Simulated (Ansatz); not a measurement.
Total density of states per atom from PBEsol in the plane-wave PAW code Ansatz, in 0.25 eV bins, energy from the valence-band maximum:

```csv
E (eV),states/eV/atom
-7.89,0.00
-7.64,0.00
-7.39,0.00
-7.14,0.00
-6.89,0.00
-6.64,0.00
-6.39,0.00
-6.14,0.00
-5.89,0.00
-5.64,0.00
-5.39,0.00
-5.14,0.01
-4.89,0.42
-4.64,1.69
-4.39,1.35
-4.14,0.44
-3.89,1.21
-3.64,2.41
-3.39,1.24
-3.14,1.41
-2.89,1.78
-2.64,0.05
-2.39,0.36
-2.14,1.82
-1.89,1.24
-1.64,1.09
-1.39,1.06
-1.14,0.99
-0.89,1.19
-0.64,0.96
-0.39,0.85
-0.14,0.44
0.11,0.00
0.36,0.00
0.61,0.00
0.86,0.00
1.11,0.54
1.36,2.10
1.61,1.89
1.86,1.44
2.11,1.44
2.36,1.04
2.61,1.13
2.86,0.37
3.11,0.07
3.36,0.07
3.61,0.10
3.86,0.20
4.11,0.31
4.36,0.45
4.61,0.53
4.86,0.67
5.11,0.59
5.36,0.50
5.61,0.48
5.86,0.36
```

Q: Which compound is it?
A. MnSe, I-4m2 (Mn on 2a, Se on 2c)
B. MgTl, CsCl type
C. ZnCu, CsCl type
D. CuCl, zinc blende

A: A, MnSe, I-4m2 (Mn on 2a, Se on 2c). Top 1 eV of the valence band: Mn 3d 56 %, Se 4p 39 %. Bottom 1 eV of the conduction band: Mn 3d 86 %, Se 4p 6 %, outside the projected shells 7 %. Projections are on Löwdin-orthogonalised atomic valence shells; empty p or d shells of many metals are not among them.

The workflow started from an entry of the Crystallography Open Database (COD); the relaxed space group is not among those it files for this formula. COD files the formula under space group No. 186, 216, 225, so this cell is another polymorph or a model. Its standing as an ambient phase is unchecked. The cell was relaxed with PBEsol under the symmetry of its start, as lowered by the spin order; of distortions, only those at the zone centre were tested. The final state is antiferromagnetic, chosen from 3 collinear starts compared on coarse meshes (ties went to the first, and starts can fall back to one state), not a proven ground state. No Hubbard U is applied. Scalar-relativistic: spin–orbit coupling is off unless named, which matters more the heavier the elements.

Potentials: the later of the program's two PAW sets.
